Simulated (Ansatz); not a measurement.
## Pressure against volume in ScTiF5

The structure comes from a generated guess, relaxed at this level; another structure or a mixture of phases may lie lower.

Computed with Ansatz 0.2.0, DFT PBE, scalar-relativistic, plane waves, PAW. Cutoff 420 eV, Γ-centred 6×6×8 mesh (7-atom cell), Gaussian smearing of 0.10 eV, collinear spin.

```
CELL_PARAMETERS angstrom
5.67668 0.00000 0.00000
0.00000 5.67668 0.00000
0.00000 0.00000 3.89277
ATOMIC_POSITIONS crystal
Sc 0.00000 0.00000 0.50000
Ti 0.50000 0.50000 0.50000
F 0.74917 0.74917 0.50000
F 0.25083 0.25083 0.50000
F 0.25083 0.74917 0.50000
F 0.74917 0.25083 0.50000
F 0.50000 0.50000 0.00000
```

The cell was set to several volumes, with shape and atoms relaxed at each where symmetry leaves them free. Pressure is positive in compression, and energies count from the lowest row. No row has a gap on its mesh.

| row | V (Å³/atom) | P (GPa) | ΔE (meV/atom) | largest moment (μB) |
| --- | --- | --- | --- | --- |
| 1 | 15.770 | 12.51 | 73.4 | 0.66 |
| 2 | 16.308 | ? | ? | ? |
| 3 | 16.845 | 5.16 | 15.9 | 0.71 |
| 4 | 17.383 | 2.35 | 3.6 | 0.74 |
| 5 | 17.920 | -0.01 | 0.0 | 0.76 |
| 6 | 18.458 | -1.97 | 3.5 | 0.79 |
| 7 | 18.996 | -3.59 | 13.0 | 0.82 |
| 8 | 19.713 | -5.33 | 33.2 | 0.86 |

**Question.** Find B = −V·ΔP/ΔV from rows 4 and 6 and from rows 1 and 3, and from the two its slope B′ and its value B0 at zero pressure.

**Answer.** Rows 4 and 6 give −(17.383 + 18.458)/2 × (-1.97 − (2.35))/(18.458 − 17.383) = 72.0 GPa at a mean pressure of 0.19 GPa. Rows 1 and 3 give −(15.770 + 16.845)/2 × (5.16 − (12.51))/(16.845 − 15.770) = 111.5 GPa at a mean pressure of 8.84 GPa. So B′ = (111.5 − 72.0)/(8.84 − (0.19)) = 4.57 and B0 = 72.0 − 4.57 × (0.19) = 71.1 GPa. A third-order Birch–Murnaghan fit to all the energies gives B0 = 71.1 GPa and B′ = 5.1.

**Question.** Estimate the pressure and energy of row 2.

**Answer.** From row 5, V0 = 17.920 × (1 + (-0.01)/71.1) = 17.917 Å³/atom. Murnaghan's form P = (B0/B′)·[(V0/V)^B′ − 1] gives (71.1/4.57) × [(17.917/16.308)^4.57 − 1] = 8.36 GPa; the computed pressure is 8.51 GPa, so the estimate is off by -0.15 GPa. The work of compression from row 3, with the mean of the two pressures, gives ΔE = 15.9 + (8.36 + 5.16)/2 × (16.845 − 16.308)/160.2 × 1000 = 38.6 meV/atom (1 eV/Å³ = 160.2 GPa); the computed value is 38.5 meV/atom. Its largest moment is 0.68 μB.

In such compounds of Ti a zero gap at this level may well be an artefact, since no Hubbard U is applied. Another magnetic order may lie lower. All volumes keep the k mesh of the relaxed cell. A later test with randomly moved atoms came back to the same energy, though modes that don't fit the test's cell weren't probed.
